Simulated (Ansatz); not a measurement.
What DFT gives for BaTiO₃

```xyz
5
Lattice="4.0294 0.0000 0.0000 0.0000 4.0294 0.0000 0.0000 0.0000 4.0294" Properties=species:S:1:pos:R:3 pbc="T T T"
Ba    2.0147    2.0147    2.0147
Ti    0.0000    0.0000    0.0000
O     2.0147    0.0000    0.0000
O     0.0000    2.0147    0.0000
O     0.0000    0.0000    2.0147
```

Level: PBE, no spin polarisation; 420 eV; 6×6×6 Γ-centred mesh; fermi-dirac occupations (width 0.1 eV); Ansatz 0.2.0, fixed geometry.

(1) Which orbitals make up the band edges?

(2) Describe some of the short contacts.

(3) Is it stable against the elements?

(4) Is there a gap, and of what kind?

Origin: a database entry at a rescaled volume.

Results:

(1) Within 0.7 eV of the edges, the states project mainly on O p (95 %) below the gap and on Ti d (90 %) above it.

(2) Ti–O at 2.01 Å: least valence density 0.61 e/Å³ and ELF 0.19 there. Ba–O at 2.85 Å: least valence density 0.17 e/Å³ and ELF 0.09 there, a closed-shell (ionic or weak) contact. These are pseudo-fields; inside the PAW spheres they differ from the all-electron ones.

(3) -3.09 eV an atom against the elements' usual phases (free molecules for gases, crystals otherwise, with no correction for O₂ or N₂), so it is bound against them; other compounds may still compete. Relaxing would lower it.

(4) The gap is 1.77 eV, indirect (the least direct gap found is 1.89 eV).
